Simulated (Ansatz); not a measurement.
Cr (bcc (W type)) was relaxed and computed twice in Ansatz (plane waves, PAW), once with PBE and once with r²SCAN.

```csv
,run 1,run 2
cell,"a = b = c = 2.8656 Å, α = β = γ = 90.00°","a = 2.962 Å, b = 2.962 Å, c = 2.962 Å, α = 90.00°, β = 90.00°, γ = 90.00°"
B₀ by P(V) fit (GPa),182,108
spin order and moments (μB),antiferromagnetic; net 0.00 per atom; largest site about 1.1,antiferromagnetic; net 0.00 per atom; largest site about 2.8
```

**Question.** Which run used which functional?

**Answer.** Run 1 is PBE, run 2 is r²SCAN.

Spin orders computed, not proven ground states: Cr, bcc (W type) with PBE antiferromagnetic; Cr, bcc (W type) with r²SCAN antiferromagnetic. All cells were relaxed under the symmetry of their starts (and spin orders); stability against distortions was not tested throughout.

Potentials: the earlier of the program's two PAW sets.

Ansatz (a quantum-chemistry and plane-wave program) is a plane-wave DFT program.
